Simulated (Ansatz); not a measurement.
The start is a relaxed Sn cell, doubled along one cell vector, shaken by Gaussian noise of σ = 0.08 Å a coordinate. The structure is fully relaxed (lattice and positions, P = 0) with r2SCAN (plane waves to 500 eV, PAW, scalar-relativistic; Ansatz, a quantum-chemistry and plane-wave program). First-step values are on the input's coarse k-mesh.

Ansatz input (later rounds restart from its end on a renewed k-mesh):
Ansatz 0.2 input:
```yaml
crystal:
  lattice:
    - [3.3259509736, 0, 0]
    - [-1.6629754868, 2.8803580349, 0]
    - [0, 0, 22.6748971184]
  atoms:
    - { symbol: Sn, position: [0.0257998025, 0.030826931, -0.0024399183] }
    - { symbol: Sn, position: [0.0716254795, 0.0270658725, 0.4973463071] }
    - { symbol: Sn, position: [-0.0185488937, 0.0311505099, 0.2471796441] }
    - { symbol: Sn, position: [0.0061013299, -0.0441284209, 0.7571366634] }
    - { symbol: Sn, position: [0.3257215001, 0.6585984105, 0.1260350122] }
    - { symbol: Sn, position: [0.302120163, 0.6756291221, 0.6209203554] }
    - { symbol: Sn, position: [0.6482103631, 0.2913624338, 0.3793989461] }
    - { symbol: Sn, position: [0.6762255904, 0.3415303324, 0.8743655655] }
basis: { ecutwfc: 500, ecutrho_ratio: 4, xc_grid: 4, fft_grid_basis: typed }
kpoints: { mp_grid: { grid: [11, 11, 2] } }
hamiltonian:
  xc: r2scan
  dispersion: none
  pseudopotentials: { kind: paw }
scf: { occupations: { method: fermi_dirac, width: 0.05 } }
relax: { f_tol: 0.01, max_steps: 100, cell: { stress_tol: 0.02 } }
output: { forces: true, stress: true }
```

```yaml
largest_initial_force: 0.30 eV/Å, on Sn4 (atoms numbered as listed)
energy_released: 0.11 eV/atom
volume_change: +1.6 %, from 27.15 to 27.60 Å³/atom
relative_to_the_parent: "It does not go back: it reaches Cmmm (No. 65), 0.11 eV/atom below the parent"
band_gap_at_the_end: no gap (metallic)
optimiser_moves: 20
```

Final structure:

Space group Cmmm (No. 65); a = 3.289 Å, b = 5.513 Å, c = 3.044 Å, α = β = γ = 90.00°

```json
[
 {"atom": "Sn", "site": "2a", "symmetry": "mmm", "x": "0.0000", "y": "0.0000", "z": "0.0000"}
]
```
(The calculation used a cell of 1 atom; values per cell refer to that cell.)

Final values are on a 16×16×15 k-mesh of the relaxed cell. No spin polarisation in the result.

The relaxed structure here is a generated cell of Sn: the first start was made by placing the elements on the sites of a structure type, and the end was not matched to a known phase here, so it may be hypothetical. Known forms of Sn include space group No. 141, 227.
